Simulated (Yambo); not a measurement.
Yambo input for LaCN2Cl (space group P2_1/m, No. 11) (a = 5.3636 Å, b = 4.0385 Å, c = 7.6298 Å, α = 90.00°, β = 100.34°, γ = 90.00°), on norm-conserving PBEsol (Quantum ESPRESSO, 110 Ry, scalar-relativistic) wavefunctions on a 4×4×2 mesh:

```
optics
chi
dipoles
kernel
FFTGvecs= 40 Ry
Chimod= "HARTREE"
NGsBlkXd= 3 Ry
% QpntsRXd
 1 | 1 |
%
% BndsRnXd
 1 | 127 |
%
GrFnTpXd= "R"
% EnRngeXd
 0.0 | 20.0 | eV
%
% DmRngeXd
 0.2 | 0.2 | eV
%
CGrdSpXd= 50
ETStpsXd= 161
% LongDrXd
 0.0 | 0.0 | 1.0 |
%
```

First lines of the file o-*.eps_q1_inv_rpa_dyson:

```
Absorption @ Q(1):   0.00000000     0.00000000     1.00000000    [q->0 direction]
#
# [ X ] Hartree size     :   97
# [GEN] GF Energies     : Perdew, Burke & Ernzerhof SOL(X)+Perdew, Burke & Ernzerhof SOL(C)
# [GEN] Green`s Function     : Retarded
#
# [GEN] Gauge     : Length
# [GEN] [r,Vnl] included     : yes
#
#    E[1] [eV]     Im(eps)     Re(eps)     Im(eps_o)     Re(eps_o)
#
     0.000000     -0.319453E-5     3.995930     -0.36070E-18     4.411872
     0.125000     0.002926     3.996840     0.003368     4.412919
     0.250000     0.005873     3.999576     0.006757     4.416064
     0.375000     0.008856     4.004153     0.010190     4.421328
     0.500000     0.011896     4.010602     0.013688     4.428744
     0.625000     0.015011     4.018961     0.017276     4.438360
     0.750000     0.018225     4.029285     0.020980     4.450238
     0.875000     0.021562     4.041640     0.024829     4.464459
     1.000000     0.025050     4.056112     0.028855     4.481120
     1.125000     0.028719     4.072799     0.033097     4.500342
     1.250000     0.032605     4.091825     0.037598     4.522267
     1.375000     0.036753     4.113334     0.042408     4.547069
     1.500000     0.041212     4.137500     0.047591     4.574954
     1.625000     0.046045     4.164528     0.053222     4.606168
     1.750000     0.051329     4.194668     0.059395     4.641009
     1.875000     0.057161     4.228216     0.066230     4.679834
     2.000000     0.063665     4.265536     0.073882     4.723082
     2.125000     0.071005     4.307069     0.082556     4.771289
     2.250000     0.079402     4.353366     0.092529     4.825129
     2.375000     0.089161     4.405118     0.104192     4.885449
     2.500000     0.100722     4.463209     0.118112     4.953346
     2.625000     0.114746     4.528796     0.135146     5.030261
     2.750000     0.132276     4.603416     0.156669     5.118128
     2.875000     0.155076     4.689149     0.185021     5.219586
     3.000000     0.186367     4.788790     0.224534     5.338195
     3.125000     0.232593     4.905654     0.283953     5.478157
     3.250000     0.307251     5.040680     0.381743     5.640297
     3.375000     0.430867     5.178265     0.546342     5.802491
     3.500000     0.597178     5.280621     0.770436     5.909851
     3.625000     0.766798     5.340566     0.994782     5.945536
     3.750000     0.936786     5.395154     1.204707     5.957188
     3.875000     1.130931     5.418453     1.412274     5.926576
     4.000000     1.323716     5.407142     1.601690     5.860813
```
(The file goes on to the top of the energy range.) Convergence of the RPA response with its 4×4×2 mesh was not tested.

Geometry of the Materials Project entry, not relaxed at this level.
